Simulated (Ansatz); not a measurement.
Ansatz (a quantum-chemistry and plane-wave program) input:

Ansatz 0.2 input:
```yaml
crystal:
  lattice:
    - [2.7590811861, 0.0, 0.0]
    - [-1.379540593, 2.3894343982, 0.0]
    - [0.0, 0.0, 8.9097845213]
  atoms:
    - { symbol: Re, position: [0.0, 0.0, 0.0] }
    - { symbol: Re, position: [0.0, 0.0, 0.5] }
    - { symbol: Re, position: [0.3333333333, 0.6666666667, 0.25] }
    - { symbol: Re, position: [0.6666666667, 0.3333333333, 0.75] }
kpoints:
  mp_grid: { grid: [12, 12, 4] }
  band_path:
    path:
      - [[0.0, 0.0, 0.0], [0.5, 0.0, 0.0], [0.3333333333, 0.3333333333, 0.0], [0.0, 0.0, 0.0], [0.0, 0.0, 0.5], [0.5, 0.0, 0.5], [0.3333333333, 0.3333333333, 0.5], [0.0, 0.0, 0.5]]  # Γ-M-K-Γ-A-L-H-A
      - [[0.5, 0.0, 0.5], [0.5, 0.0, 0.0]]  # L-M
      - [[0.3333333333, 0.3333333333, 0.5], [0.3333333333, 0.3333333333, 0.0]]  # H-K
    npoints: 8
hamiltonian:
  xc: r2scan
  pseudopotentials: { kind: paw }
magnetization: { noncollinear: true, spin_orbit: true }
scf:
  n_extra_bands: 12
  convergence: { dr2_threshold: 0.0000000001 }
  occupations: { method: gaussian, width: 0.05 }
output: { eigenvalues: true }
```

Output (shortened):

```
Pseudopotential: Re, paw_fr, valence charge 15
Functional definition: r2SCAN
non-collinear run that drives no moment, with spin-orbit …
Crystal: 4 atoms, lattice volume = 58.739 Å³
Basis set: ecut = 500 eV, 1425 PW (Γ), exchange–correlation on 96×96×288 points (64 copies of the dense FFT grid, shifted against one another)
Bands: 72, of which v1, the nominal top of the filled ones, is band 60 counted from 1 (59 counted from 0)
Symmetry: 24 space group operations + 24 with time reversal
k-points: 57 of 576
Projection manifold: j_resolved (fully-relativistic pseudo-atomic orbitals)
iter 1 solved again at ethr=2.72e-3 eV; its pass at ethr=3.10e-3 eV (dr2=1.63e0 eV) is discarded
SCF iter   1: F=—  HF=-43425.814448 eV  |F-HF|=—  |Δ(HF+E_count)|=         —  Δρ=5.64e-2  dr2=1.63e0  dr2_τ=4.08e-2  dr2_m=0.00e0 (ungated)  ethr=2.72e-3  |M|=0.00e0 ∫|m|=0.00e0 μB  |m|>n=0.0e0 m-floor=0.0e0 τ_xc=0.0e0  β_m=0.30  ⟨swp⟩=1.1  Hψ=10738  notcnv=0
preconditioner: auto → Resta (q_TF=auto, 2.738 Å⁻¹)
spin=Noncollinear: Resta preconditioning applied to the charge; magnetization (m_x, m_y, m_z) channels mix plain (no charge-response kernel on spin).
SCF iter   2: F=—  HF=-43425.678802 eV  |F-HF|=—  |Δ(HF+E_count)|=   1.36e-1  Δρ=4.16e-2  dr2=8.52e-1  dr2_τ=9.91e-3  dr2_m=0.00e0 (ungated)  ethr=2.72e-3  |M|=0.00e0 ∫|m|=0.00e0 μB  |m|>n=0.0e0 m-floor=0.0e0 τ_xc=0.0e0  β_m=0.65  ⟨swp⟩=2.0  Hψ=2378  notcnv=0
preconditioner: auto → Kerker (q_TF=auto, 2.738 Å⁻¹)
spin=Noncollinear: Kerker preconditioning applied to the charge; magnetization (m_x, m_y, m_z) channels mix plain (no charge-response kernel on spin).
SCF iter   3: F=—  HF=-43425.503244 eV  |F-HF|=—  |Δ(HF+E_count)|=   1.76e-1  Δρ=5.50e-3  dr2=9.11e-3  dr2_τ=3.87e-4  dr2_m=0.00e0 (ungated)  ethr=1.42e-3  |M|=0.00e0 ∫|m|=0.00e0 μB  |m|>n=0.0e0 m-floor=0.0e0 τ_xc=0.0e0  β_m=0.82  ⟨swp⟩=2.1  Hψ=3577  notcnv=0  defer=12
SCF iter   4: F=—  HF=-43425.507999 eV  |F-HF|=—  |Δ(HF+E_count)|=   4.76e-3  Δρ=1.22e-3  dr2=7.11e-4  dr2_τ=3.47e-5  dr2_m=0.00e0 (ungated)  ethr=1.52e-5  |M|=0.00e0 ∫|m|=0.00e0 μB  |m|>n=0.0e0 m-floor=0.0e0 τ_xc=0.0e0  β_m=0.87  ⟨swp⟩=2.3  Hψ=3688  notcnv=0  defer=86
SCF iter   5: F=—  HF=-43425.508038 eV  |F-HF|=—  |Δ(HF+E_count)|=   3.85e-5  Δρ=4.41e-4  dr2=2.26e-4  dr2_τ=1.53e-5  dr2_m=0.00e0 (ungated)  ethr=1.19e-6  |M|=0.00e0 ∫|m|=0.00e0 μB  |m|>n=0.0e0 m-floor=0.0e0 τ_xc=0.0e0  β_m=0.79  ⟨swp⟩=2.5  Hψ=3626  notcnv=0  defer=86
SCF iter   6: F=—  HF=-43425.508039 eV  |F-HF|=—  |Δ(HF+E_count)|=   1.02e-6  Δρ=1.52e-4  dr2=7.10e-6  dr2_τ=8.07e-7  dr2_m=0.00e0 (ungated)  ethr=3.77e-7  |M|=0.00e0 ∫|m|=0.00e0 μB  |m|>n=0.0e0 m-floor=0.0e0 τ_xc=0.0e0  β_m=0.89  ⟨swp⟩=1.9  Hψ=2523  notcnv=0  defer=86
SCF iter   7: F=—  HF=-43425.508041 eV  |F-HF|=—  |Δ(HF+E_count)|=   1.80e-6  Δρ=2.47e-5  dr2=2.23e-7  dr2_τ=1.21e-8  dr2_m=0.00e0 (ungated)  ethr=1.18e-8  |M|=0.00e0 ∫|m|=0.00e0 μB  |m|>n=0.0e0 m-floor=0.0e0 τ_xc=0.0e0  β_m=0.95  ⟨swp⟩=3.0  Hψ=3782  notcnv=0  defer=86
SCF iter   8: F=—  HF=-43425.508180 eV  |F-HF|=—  |Δ(HF+E_count)|=   1.39e-4  Δρ=5.01e-6  dr2=1.61e-8  dr2_τ=2.29e-10  dr2_m=0.00e0 (ungated)  ethr=3.72e-10  |M|=0.00e0 ∫|m|=0.00e0 μB  |m|>n=0.0e0 m-floor=0.0e0 τ_xc=0.0e0  β_m=0.97  ⟨swp⟩=2.0  Hψ=2811  notcnv=0  defer=86
SCF iter  10: F=-43425.508180 eV  HF=-43425.508180 eV  |F-HF|=2.18e-11  |Δ(HF+E_count)|=  5.82e-11  Δρ=1.55e-7  dr2=1.48e-11  dr2_τ=2.09e-13  dr2_m=0.00e0 (ungated)  ethr=1.00e-12  |M|=0.00e0 ∫|m|=0.00e0 μB  |m|>n=0.0e0 m-floor=0.0e0 τ_xc=0.0e0  ⟨swp⟩=3.8  Hψ=4496  notcnv=0
SCF 1 converged in 10 iterations: F = -43425.508180 eV  dr2 = 1.48e-11
NSCF: frozen V_eff on 75 k-points
SCF converged after 10 iterations
Magnetization: |M| = 0.0000 μB,  M = (+0.0000, +0.0000, +0.0000) μB
Absolute magnetization: 0.0000 μB (∫|m|)
  site 0: m = (+0.0000, +0.0000, +0.0000) μB, |m| = 0.0000 μB  (R = 1.13 Å)
  site 1: m = (+0.0000, +0.0000, +0.0000) μB, |m| = 0.0000 μB  (R = 1.13 Å)
  site 2: m = (+0.0000, +0.0000, +0.0000) μB, |m| = 0.0000 μB  (R = 1.13 Å)
  site 3: m = (+0.0000, +0.0000, +0.0000) μB, |m| = 0.0000 μB  (R = 1.13 Å)
Free energy (F): -43425.508180 eV
Harris-Foulkes:  -43425.508180 eV  (|F-HF|=2.18e-11)
Internal energy: -43425.505381 eV  (E = F + TS)
E sigma→0 (E₀):  -43425.506780 eV
Entropy (-TS):   -0.002799 eV (-0.700 meV/atom)
Fermi energy:    24.028514 eV
--- Per-component energies (eV) ---
  E_band       = -358.460023
  E_kinetic    = 2167.111158
  E_local      = -3021.839670  (includes V_loc(G=0)·N_el)
  E_nonlocal   = 172.970044
  E_hartree    = 1087.568061
  E_xc         = -1544.854275
  E_vxc        = -1362.692454  (∫ρ·V_xc dr)
  E_paw        = -34642.078776  (= ΣΔE_a)
  E_vpaw       = -560.312345  (= ΣTr[D̂ρ^β])
  E_aug_tail   = -0.000131  (compensation charges beyond the density's cutoff)
  E_vtau       = 71.167111  (kinetic-family band-sum trace: ∫τ·v_τ [+ j·A + Jᵃ·Aᵃ] dr)
  E_ewald      = -7642.421942
  E_core_change = -1.959851  (= ΣΔE_core)
  E_smearing   = -0.002799  (= −TS)
  E_closure    = 0.000000  (closes the sum)
  Σ components = -43425.508180   (vs F -43425.508180, Δ=0.00e0)
  [band-id]    e_kinetic+e_local+e_nonlocal+2·e_hartree+e_vxc+e_vpaw+e_augmentation_tail+e_vtau = -358.460163   (vs E_band -358.460023, Δ=-1.40e-4)
--- Band table (eV; the first three rows and the last of 57) ---
  k-point 0: bands = ["-57.6795", "-57.6795", "-57.6274", "-57.6274", "-57.5851", "-57.5851", "-57.5323", "-57.5323", "-26.8597", "-26.8597", "-26.6909", "-26.6909", "-26.6535", "-26.6535", "-26.4886", "-26.4886", "-16.4957", "-16.4957", "-15.9712", …
  k-point 1: bands = ["-57.6745", "-57.6745", "-57.6405", "-57.6405", "-57.5719", "-57.5719", "-57.5375", "-57.5375", "-26.8454", "-26.8454", "-26.7456", "-26.7456", "-26.5994", "-26.5994", "-26.5023", "-26.5023", "-16.4555", "-16.4555", "-16.1623", …
  k-point 2: bands = ["-57.6603", "-57.6603", "-57.6603", "-57.6603", "-57.5519", "-57.5519", "-57.5519", "-57.5519", "-26.8050", "-26.8050", "-26.8050", "-26.8050", "-26.5413", "-26.5413", "-26.5413", "-26.5413", "-16.3396", "-16.3396", "-16.3396", …
  k-point 56: bands = ["-57.5316", "-57.5316", "-57.5316", "-57.5316", "-57.4888", "-57.4888", "-57.4888", "-57.4888", "-26.9331", "-26.9331", "-26.9291", "-26.9291", "-26.8983", "-26.8983", "-26.8958", "-26.8958", "-16.5093", "-16.5093", "-16.4766", …
```

Cost: around 100 core-seconds (rough) on shared cores.

Space group P6_3/mmc (dhcp (α-La type)). The workflow started from a Materials Project entry (that database holds measured and hypothetical structures alike). Its sites differ from those of the usual phase in this space group: another stacking or structure type. Symmetry was held in the r²SCAN relaxation; of distortions, only those at the zone centre were tested. The run is not spin-polarised.

Potentials: the later of the program's two PAW sets.

Ansatz is a plane-wave DFT program.
